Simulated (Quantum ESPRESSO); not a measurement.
One change at a time to Al2Cu2PdRu2Sn

All numbers below are calculated, not measured. They come from Quantum ESPRESSO 7.5, a public plane-wave density functional program. Each row is one single-point run on a made-up periodic cell of eight metal atoms, with elements, volume, strain and displacements drawn at random and not relaxed, so a cell may be unstable or far from any real phase. There is no spin polarisation or spin-orbit coupling.

Settings: PBE unless stated; PseudoDojo standard norm-conserving files; Fermi-Dirac width 0.25 eV, which means electrons at about 2900 K; cutoff 1252 eV; 6 x 5 x 5 k mesh shifted half a step off Gamma. E is the free energy of the whole cell (internal energy minus TS), so a -TS column is already part of it. Stress is positive in tension, and the pressure P is minus a third of its trace.

Checks: one run of this series was repeated at a higher cutoff and on a denser mesh, which moved values by no more than 0.004 eV, 0.02 GPa and 0.003 eV/Å, and a second program with other atomic files agreed on it to 2 % rms in force and 0.5 GPa in pressure. Known limits: the copper pseudopotential is less sure than most, with forces differing by about three percent and pressure by about two GPa from a second method on plain copper; the tin pseudopotential is less sure than most, with forces differing by about three percent from a second method on plain tin; a spin test at this wide smearing found no moment, but such smearing suppresses magnetism that the real alloy may have.

The lattice is hexagonal close-packed, and the cell vectors in Å are (4.141, -2.397, 0.005); (-2.780, -0.025, -4.466); (2.783, 4.832, 0.025), a volume of 118.90 Å³ in run 1. The elements on sites 1 to 8 are Ru Al Cu Sn Ru Cu Pd Al. Each later run makes one change to run 1 and keeps the rest. E is counted from run 1, and is n/a where other atomic files have another zero of energy.

```
run,change,V (Å³),P (GPa),-TS (eV),rms force (eV/Å),largest change of a force component (eV/Å),E (eV)
1,none,118.90,1.11,-1.136,0.645,0.000,0.000
2,sites 6 and 8 exchanged,118.90,1.21,-1.159,0.725,0.490,0.012
3,all lengths scaled by -1.53 %,113.53,9.18,-1.075,0.752,0.253,?
4,LDA in place of PBE,118.90,-9.36,-1.137,0.584,0.225,n/a
5,Ag on site 8,118.90,5.39,-1.228,0.865,1.610,n/a
6,site 4 moved by -0.13 Å along x,118.90,1.77,-1.138,0.798,1.170,0.221
```

## Worked estimate

Along a uniform scaling dE = -P dV. The mean of the two pressures is 5.145 GPa and the volume changes by -5.37 Å³, with 160.2 GPa to one eV/Å³. The same two rows give -V dP/dV = 175 GPa for this cell with clamped atoms, which is not the bulk modulus of a real alloy.

## Withheld value

Question: what E should run 3 give?

The estimate is 0.172 eV. The calculation gave 0.167 eV. The mean of two end points misses the curvature of P, and the finite cutoff adds a little.
